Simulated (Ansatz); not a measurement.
SiTe:
```
SiTe
1.0
    5.07974     0.00000     0.00000
    0.00000     5.07974     0.00000
    0.00000     0.00000     4.21953
Si Te
2 2
Direct
  0.00000   0.50000   0.27088
  0.50000   0.00000   0.72912
  0.50000   0.50000   0.00000
  0.00000   0.00000   0.00000
```

Relaxed with r²SCAN+D4. Special points in fractions of this cell's reciprocal vectors: Γ (0.000, 0.000, 0.000); X (0.000, 0.500, 0.000); M (0.500, 0.500, 0.000); Z (0.000, 0.000, 0.500); R (0.000, 0.500, 0.500); A (0.500, 0.500, 0.500).

### Question
List the band energies nearest the Fermi level at these points for plane-wave PAW r²SCAN+D4 with spin–orbit coupling (Ansatz code).

### Answer
In eV from the Fermi level; about four levels below and three above (degenerate sets whole), none deeper than 8.9 eV; points with the same levels are listed once.

| k | below | above |
|---|---|---|
| Γ | -1.54 -1.54 -0.52 -0.52 | 0.27 0.27 1.69 1.69 |
| X | -0.64 -0.64 -0.64 -0.64 | 1.59 1.59 1.59 1.59 |
| M | -0.94 -0.94 -0.94 -0.94 | 0.02 0.02 0.02 0.02 |
| Z | -2.40 -2.40 -2.15 -2.15 | 1.00 1.00 1.01 1.01 |
| R | -1.07 -1.07 -1.07 -1.07 | 1.78 1.78 1.78 1.78 |
| A | -3.48 -3.48 -3.48 -3.48 | 0.24 0.24 0.24 0.24 |

Space group P4/nmm. The start of the workflow was typed in or built on a structure type; neither database checked (COD, Materials Project) lists it. Whether it is the stable phase at ambient conditions was not checked. The r²SCAN+D4 relaxation kept the symmetry of its start; whether a distortion lowers the energy is not shown. Its formation energy is positive at this level, so the cell may be metastable or incomplete.

Potentials: the later of the program's two PAW sets.
